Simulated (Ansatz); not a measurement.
## Mg

```xyz
1
Lattice="-1.4765 1.4765 1.4765 1.4765 -1.4765 1.4765 1.4765 1.4765 -1.4765" Properties=species:S:1:pos:R:3 pbc="T T T"
Mg    0.0000    0.0000    0.0000
```

The cell is a database entry far from equilibrium at this level of theory, probably a faulty or high-pressure entry; it serves as a test geometry alone.

Theory: Ansatz 0.2.0, DFT, PBEsol, all-electron LAPW, scalar-relativistic.

Numerical set-up: a Γ-centred 16×16×16 k mesh, Fermi–Dirac smearing of 0.05 eV, basis error target 0.25 meV/atom, no spin polarisation.

```
Band gap        : none: bands cross the Fermi level, a metal
Volume per atom : 86.9 bohr³
```

(1) Predict this quantity. Density of states at the Fermi level (0.2 eV bin).

(2) Give the computed value. Pressure at this cell.

Answers

(1) 0.26 states/eV per cell.

(2) 60.1 GPa.
